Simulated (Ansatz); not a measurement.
C:
```xyz
10
Lattice="4.8361 0.0000 0.0000 0.0000 4.8361 0.0000 0.0000 0.0000 4.8361" Properties=species:S:1:pos:R:3 pbc="T T T"
C      0.0000     0.0000     0.0000
C      2.4180     2.4180     2.4180
C      0.8600     0.8600     0.8600
C      1.5580     1.5580     1.5580
C      0.8600     3.9761     3.9761
C      1.5580     3.2781     3.2781
C      3.9761     0.8600     3.9761
C      3.2781     1.5580     3.2781
C      3.9761     3.9761     0.8600
C      3.2781     3.2781     1.5580
```

Relaxed with PBE. Special points in fractions of this cell's reciprocal vectors: Γ (0.000, 0.000, 0.000); X (0.000, 0.500, 0.000); M (0.500, 0.500, 0.000); R (0.500, 0.500, 0.500).

Problem. List the band energies nearest the valence-band maximum at these points for plane-wave PAW PBE (Ansatz code).

Solution. In eV from the valence-band maximum; about four levels below and three above (degenerate sets whole), none deeper than 8.9 eV; points with the same levels are listed once.

| k | below | above |
|---|---|---|
| Γ | -0.59 -0.59 -0.59 -0.55 -0.55 -0.55 | 4.26 4.26 4.26 |
| X | -0.77 -0.77 -0.35 -0.35 | 4.38 4.38 5.01 5.01 |
| M | -0.78 -0.78 -0.62 -0.62 | 4.66 4.66 5.47 5.47 |
| R | -1.27 -1.27 0.00 0.00 0.00 | 4.51 4.51 5.35 5.35 5.35 |

Space group Pn-3m. The start of the workflow was typed in or built on a structure type; neither database checked (COD, Materials Project) lists it. It is not the phase usual at ambient conditions (space group No. 194, 227). The cell was relaxed with PBE under the symmetry of its start; whether a distortion lowers the energy is not shown.

Potentials: the earlier of the program's two PAW sets.
